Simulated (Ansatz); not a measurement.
The elements of this relaxed trial crystal are hidden behind letters.

```
lattice vectors (Å)
   4.6686   -2.1403    0.0000
   4.6686    2.1403    0.0000
  -3.3528    0.0000    6.9583
fractional positions
X 0.3584 0.3584 0.5769
X 0.1376 0.1376 0.1834
X 0.8947 0.8947 0.3029
X 0.8624 0.8624 0.8166
X 0.1053 0.1053 0.6971
X 0.6228 0.6228 0.9574
X 0.6416 0.6416 0.4231
X 0.3772 0.3772 0.0426
Z 0.6078 0.6078 0.6787
Z 0.3922 0.3922 0.3213
```

Computed with DFT PBE, scalar-relativistic, plane waves, PAW (Ansatz). Settings of the last relaxation (10-atom cell): 420 eV, 10×10×6 k points, Gaussian smearing of 0.10 eV, no spin polarisation.

| Item | Value |
| --- | --- |
| Space group | C2/m (No. 12) |
| Conventional cell | a = 9.337 Å, b = 4.281 Å, c = 7.724 Å, β = 115.7° |
| Volume per atom | 13.91 Å³ |
| Density | 17.90 g/cm³ |
| Energy over the elements | +0.01 eV/atom |
| Gap on the 10×10×6 mesh of the 10-atom cell | 0 eV (a metal) |

Energies are uncorrected and count from the elements' standard states at the same level.

Task: X is a d-block element of period 6 and Z is a p-block element of period 2. Which elements are they?

Result: X = W, Z = N, so the formula is W4N. Density times volume gives a mean mass of 17.90 × 13.91/1.6605 = 149.9 u per atom, and this set has 149.9 u. Around W on its first site lie 2 N at 2.11–2.13 Å, 11 W at 2.82–3.13 Å, 1 W at 3.34 Å, 2 N at 3.50 Å and 1 W at 3.52 Å; around W on its second site lie 1 N at 2.14 Å and 12 W at 2.73–3.06 Å; N is surrounded by 6 W at 2.10–2.15 Å and 1 N at 2.62 Å; 2 more sites not described. Other sets within the hints have nearly the same mass, so mass alone doesn't settle it; this one was computed.

These runs have no spin–orbit coupling, which can matter for W. This cell was reached by moving the atoms of another relaxed cell at random and relaxing again, last within the group found; it had no such test of its own.
